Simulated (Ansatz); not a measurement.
Given:

Nb3Sn:
```yaml
crystal:
  lattice:
    - [5.25835, 0.00000, 0.00000]
    - [0.00000, 5.25835, 0.00000]
    - [0.00000, 0.00000, 5.25835]
  atoms:
    - { symbol: Nb, position: [0.25000, 0.00000, 0.50000] }
    - { symbol: Nb, position: [0.75000, 0.00000, 0.50000] }
    - { symbol: Nb, position: [0.50000, 0.75000, 0.00000] }
    - { symbol: Nb, position: [0.50000, 0.25000, 0.00000] }
    - { symbol: Nb, position: [0.00000, 0.50000, 0.75000] }
    - { symbol: Nb, position: [0.00000, 0.50000, 0.25000] }
    - { symbol: Sn, position: [0.00000, 0.00000, 0.00000] }
    - { symbol: Sn, position: [0.50000, 0.50000, 0.50000] }
```

This is the PBEsol-relaxed structure.

Question: All from plane-wave PAW PBEsol (Ansatz code), unless another level is named. Predict the Hill bulk and shear moduli.

Answer: 177 and 45.7 GPa.

Question: And the elastic constants (relaxed ions, GPa)?

Answer: C11 = 272, C12 = 129, C44 = 33.7.

Space group Pm-3n (A15 (Cr3Si type)). The cell was relaxed with PBEsol under the symmetry of its start. The run is not spin-polarised. As this level gives no gap, shear constants depend on the k-mesh and smearing (Fermi–Dirac, 0.1 eV here). Scalar-relativistic: spin–orbit coupling is off unless named, which matters more the heavier the elements.

Potentials: the earlier of the program's two PAW sets. The files were generated under PBE; for other functionals the program regenerates the frozen cores, and for LDA and PBEsol the local potential too.
